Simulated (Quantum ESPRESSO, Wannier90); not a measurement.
## Wannier functions of PbS (Cmcm)

```
begin unit_cell_cart
ang
    4.1599100000    0.0000000000    0.0000000000
    0.0000000000    0.0000000000   -4.2793200000
   -2.0799550000    5.9912950000    0.0000000000
end unit_cell_cart
begin atoms_frac
Pb   0.1305600000  0.2500000000  0.2611200000
Pb  -0.1305600000 -0.2500000000 -0.2611200000
S    0.3548000000  0.2500000000 -0.2904000000
S   -0.3548000000 -0.2500000000  0.2904000000
end atoms_frac
```

Structure: Materials Project mp-1018115, symmetrised, not relaxed again. Not found in the COD (Crystallography Open Database) copy used, which has the formula in other groups; not checked further. Method: PBEsol plane waves in Quantum ESPRESSO 7.5 (PseudoDojo norm-conserving files, 45 Ry, spinors with spin-orbit coupling), Bloch states on a 6×6×6 mesh through Γ, Wannier90 4.0.1. Density: 8×8×8 mesh, Gaussian smearing 0.01 Ry.

A tight-binding model is made by disentanglement and projection with no localisation steps (num_iter = 0), so the 32 orbitals stay atom-like: hydrogen-like Pb: s;p; S: s;p, axes along x, y, z; frozen window up to 2.23 eV relative to the valence-band maximum. It follows pw.x to 2.6 meV rms for states up to 1.7 eV relative to the valence-band maximum. Matrix elements depend on this choice of orbitals and windows.

Question: What are the on-site energies relative to the valence-band maximum, and how fast do the hoppings decay?

Answer: 
| atom | orbitals | energy (eV) |
|---|---|---|
| Pb1 | s↑ s↓ | -6.29 |
| Pb1 | pz↑ pz↓ | 2.55 |
| Pb1 | px↑ px↓ | 2.48 |
| Pb1 | py↑ py↓ | 2.45 |
| Pb2 | s↑ s↓ | -6.29 |
| Pb2 | pz↑ pz↓ | 2.55 |
| Pb2 | px↑ px↓ | 2.48 |
| Pb2 | py↑ py↓ | 2.45 |
| S3 | s↑ s↓ | -10.95 |
| S3 | pz↑ pz↓ px↑ px↓ py↑ py↓ | -1.03 |
| S4 | s↑ s↓ | -10.95 |
| S4 | pz↑ pz↓ px↑ px↓ py↑ py↓ | -1.03 |

```
distance of the centres (Å)  largest modulus (eV)
---------------------------  --------------------
2–3                                           2.3
3–4                                          0.84
4–5                                          0.43
5–6                                          0.21
6–7                                          0.12
7–8                                         0.019
8–9                                         0.028
9–10                                        0.024
10–11                                      0.0049
```

Effective spin-orbit constants λ of λ L·S, from the same-site elements px↑–py↑ (λ/2) and dx2-y2↑–dxy↑ (λ), where they are among the larger elements: Pb1 p 1.3 eV, Pb2 p 1.3 eV.
